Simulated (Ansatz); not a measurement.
**Property card for Cs**

Cs:
Space group P6₃/mmc (No. 194); a = b = 5.3404 Å, c = 8.8263 Å, α = β = 90.00°, γ = 120.00°

```
atom  site  symmetry       x       y       z
----  ----  --------  ------  ------  ------
Cs      2c      -6m2  0.3333  0.6667  0.2500
```

Space group P6_3/mmc (No. 194), hcp (Mg type); conventional cell a = 5.340 Å, b = 5.340 Å, c = 8.826 Å, α = 90.00°, β = 90.00°, γ = 120.00°.

Method: plane-wave PAW PBEsol (Ansatz code). The cell and atoms are relaxed at this level. Other levels are named where they apply.

**Cell and energy**

```yaml
volume_per_atom: 109.00 Å³
density: 2.02 g/cm³
```

**Electronic structure**

```yaml
electronic_character: metallic (no gap)
Density of states at the Fermi level: 1.4 states/eV per atom (mean over ±0.08 eV)
```

The workflow started from a Materials Project entry (that database holds measured and hypothetical structures alike); the Crystallography Open Database copy checked does not list it. It is not the phase usual at ambient conditions (space group No. 229). Symmetry was held in the PBEsol relaxation; whether a distortion lowers the energy is not shown. Axis ratios of metals converge slowly with the k-mesh, so a and c are less sure than the volume. Scalar-relativistic: spin–orbit coupling is off unless named, which matters more the heavier the elements.

Potentials: the earlier of the program's two PAW sets. The files were generated under PBE; for other functionals the program regenerates the frozen cores, and for LDA and PBEsol the local potential too.
